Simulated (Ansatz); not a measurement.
Relaxed-ion elastic tensor of C (graphite, P6_3/mmc) in GPa (Voigt order), the program Ansatz at the LDA level (PAW); density 2.31 g/cm³, 8.63 Å³ per atom.

```
1090   211  -2.7   0.0   0.0   0.0
 211  1090  -2.7   0.0   0.0   0.0
-2.7  -2.7  27.4   0.0   0.0   0.0
 0.0   0.0   0.0   4.1   0.0   0.0
 0.0   0.0   0.0   0.0   4.1   0.0
 0.0   0.0   0.0   0.0   0.0   441
```

**Question.** Is the crystal mechanically stable?

**Answer.** Yes: the smallest eigenvalue of C is 4.1 GPa.

**Question.** Work out the Voigt and Reuss bounds. Is their mean of use?

**Answer.** K_V = 292, K_R = 26.1; G_V = 224, G_R = 9.3 GPa. The bounds lie so far apart that a Hill average or a Debye temperature from it would say little.

The LDA relaxation kept the symmetry of its start. A crystal of weakly bound layers computed without a dispersion correction: the cell and the soft elastic constants depend strongly on that. As this level gives no gap, shear constants depend on the k-mesh and smearing (Fermi–Dirac, 0.1 eV here).

Potentials: the later of the program's two PAW sets.
